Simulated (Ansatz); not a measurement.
Interlayer sliding in a free bilayer taken from bulk WS$_{2}$ (2H-MoS2 type, space group P6_3/mmc): the upper half of the atoms below is shifted in the plane.

```xyz
6
Lattice="3.1700 0.0000 0.0000 1.5850 2.7453 0.0000 0.0000 0.0000 24.3714" Properties=species:S:1:pos:R:3 pbc="T T T"
S      1.5850     0.9151     7.5000
W      3.1700     1.8302     9.0627
S      1.5850     0.9151    10.6255
S      3.1700     1.8302    13.7459
W      1.5850     0.9151    15.3086
S      3.1700     1.8302    16.8714
```

In-plane vectors a = (3.170, 0.000) Å, b = (1.585, 2.745) Å, area 8.70 Å². The shift is s times the vector a (length 3.170 Å), so s = 1 restores the start. Atoms relax along the normal only. γ = [E(shift) − E(0)] / area.

All values below come from r2SCAN+rVV10 (plane waves to 500 eV, PAW, scalar-relativistic; Ansatz, an electronic-structure program). k mesh 12×12×1 (Γ-centred), Fermi-Dirac smearing 0.05 eV. E is the zero-smearing estimate. Forces were relaxed to 0.02 eV/Å only, which leaves the soft interlayer gap uncertain by some hundredths of an Å. Spin-orbit coupling is left out, though W is heavy. WS2 is run without spin polarisation. WS2 was relaxed with its symmetry unable to fall. The zero of γ is zero shift.

Question: Give the computed γ (mJ/m²) and gap between the layers (Å) at s = 0.083, 0.167, 0.250, 0.833, 0.917.

Answer: 
| s | γ (mJ/m²) | gap between the layers (Å) |
|---|---|---|
| 0.083 | 9 | 3.12 |
| 0.167 | 28 | 3.24 |
| 0.250 | 51 | 3.33 |
| 0.833 | 28 | 3.24 |
| 0.917 | 9 | 3.12 |

(The slope of γ gives the shear force per area between the displaced halves; near zero shift its curvature is an elastic stiffness.)
